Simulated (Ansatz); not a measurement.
Recipe of this trial structure of Ga3SbN2: random cell by space group and Wyckoff sites (P6mm, No. 183). The dimensions are guesses.

```cif
data_structure
_symmetry_space_group_name_H-M 'P6mm'
_symmetry_Int_Tables_number 183
_cell_length_a 5.8003
_cell_length_b 5.8003
_cell_length_c 7.5785
_cell_angle_alpha 90.000
_cell_angle_beta 90.000
_cell_angle_gamma 120.000
_cell_volume 220.80
loop_
_atom_site_label
_atom_site_type_symbol
_atom_site_symmetry_multiplicity
_atom_site_Wyckoff_symbol
_atom_site_fract_x
_atom_site_fract_y
_atom_site_fract_z
_atom_site_occupancy
Ga1 Ga 3 c 0.50000 0.00000 0.26766 1
Sb1 Sb 1 a 0.00000 0.00000 0.59970 1
N1 N 2 b 0.33333 0.66667 0.00912 1
```

Theory: Ansatz, DFT PBE, scalar-relativistic, plane waves, PAW. Cutoff 420 eV, Gaussian smearing, Γ-centred meshes. Cell and atoms relax first on a coarse mesh and then on a finer one. In between, the cell is made exact in the group found at 0.06 Å. In metals the finer mesh still leaves noise of several meV/atom or more. The steps can't lower the symmetry of their start. No spin polarisation.

A guess keeps its type if space group and coordination stay and the shape of the cell changes little (axis ratios within about 15 %, angles within 6°); the volume may change.

Question: Will the relaxed cell still be of the starting type?

Answer: It doesn't keep its type. The symmetry stays P6mm (No. 183). The volume per atom shrinks by 56.2 %, from 36.8 to 16.1 Å³. The shortest distance goes from 2.58 Å (Ga–N) to 1.96 Å (Ga–N). The ratio c/a of the conventional cell changes by a factor of 0.41. Counting neighbours within 15 % of an atom's shortest distance, the start has Ga 6, N 3, Sb 6 and the end Ga 2, N 3, Sb 8. In detail, at the end around Ga lie 2 N at 1.96 Å, 2 N at 2.80 Å, 4 Ga at 2.96 Å and 2 Sb at 3.03 Å; Sb is surrounded by 6 Ga at 3.03 Å and 2 Sb at 3.19 Å; N has 3 Ga at 1.96 Å.

```
CELL_PARAMETERS angstrom
5.91613 0.00000 0.00000
-2.95807 5.12352 0.00000
0.00000 0.00000 3.18761
ATOMIC_POSITIONS crystal
Ga 0.50000 0.00000 0.30213
Ga 0.00000 0.50000 0.30213
Ga 0.50000 0.50000 0.30213
Sb 0.00000 0.00000 0.51458
N 0.33333 0.66667 0.99997
N 0.66667 0.33333 0.99997
```

The zero of energy is the elements' standard structures at the same level (N₂ as a molecule); no fitted shifts are applied.

Question: At what energy does it end?

Answer: +0.34 eV/atom. It can't be a ground state, since the elements alone are lower.

The last run used a 6×6×12 mesh (in the run's order of axes) for its 6-atom cell and Gaussian smearing of 0.10 eV. These runs have no spin–orbit coupling, which can matter for Sb. A structure relaxed within its symmetry needn't be a true minimum. Another cell of Ga3SbN2 relaxed alike, in P4/mmm, lies 13 meV/atom lower, so this cell isn't the stable form at this level.
